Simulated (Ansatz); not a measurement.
Sb (space group R-3m)

```yaml
crystal:
  lattice:
    - [2.14673, 1.23942, 3.65277]
    - [-2.14673, 1.23942, 3.65277]
    - [0.00000, -2.47883, 3.65277]
  atoms:
    - { symbol: Sb, position: [0.26390, 0.26390, 0.26390] }
    - { symbol: Sb, position: [0.73610, 0.73610, 0.73610] }
```

The slice is a (-1 1 0 4) plane (indices of the conventional cell) through the point (0.736, 0.736, 0.736) (fractional), spanned by u = [1 0 -1] and v = [1 -1 1] in vectors of this cell: u (4.29 Å) and v (6.16 Å, at 90° to u). It covers one period; positions are fractions (u, v).

Method: LDA (plane waves to 420 eV, PAW, scalar-relativistic; Ansatz, a first-principles code). k mesh 13×13×13. These are valence fields of a PAW run, semicore shells included where kept as valence: close to a nucleus they are smooth pseudo fields. Sb was relaxed with its symmetry unable to fall. Spin-orbit coupling is left out, though Sb is heavy.

Question: Sketch the valence electron density on this plane as a map.

Answer: 
```
|@@%%##++==--::........::--==++##%%|
|####**==--::::........::::--==**##|
|++++====--::....    ....::--====++|
|====----::....        ....::----==|
|------::::..            ..::::----|
|------::::..            ..::::----|
|====----::....        ....::----==|
|++====--::::..        ..::::--====|
|****++==--::....    ....::--==++**|
|%%%%**++--::::........::::--++**%%|
|@@%%##++==--::........::--==++##%%|
|@@%%##++==--::........::--==++##%%|
|####**==--::::........::::--==**##|
|**++++==--::....    ....::--==++++|
|======--::....        ....::--====|
|------::::..            ..::::----|
|::::::::....            ....::::::|
|::::::::....            ....::::::|
|----::::....            ....::::--|
|====----::....        ....::----==|
|++++====--::............::--====++|
|####**==--::::........::::--==**##|
|@@%%##++==--::........::--==++##%%|
|@@@@##++==--::........::--==++##@@|
```
Scale: ten equal steps from -1.58 (start of ' ') to 1.36 (end of '@'), in the order ' .:-=+*#%@'. Values: log₁₀ of the valence density in e/Å³. The map has 17 points along u (two characters each, u = 0 at the left) and 24 along v (v = 0 in the bottom row). The scale is logarithmic, as a density can span decades between atoms and voids.
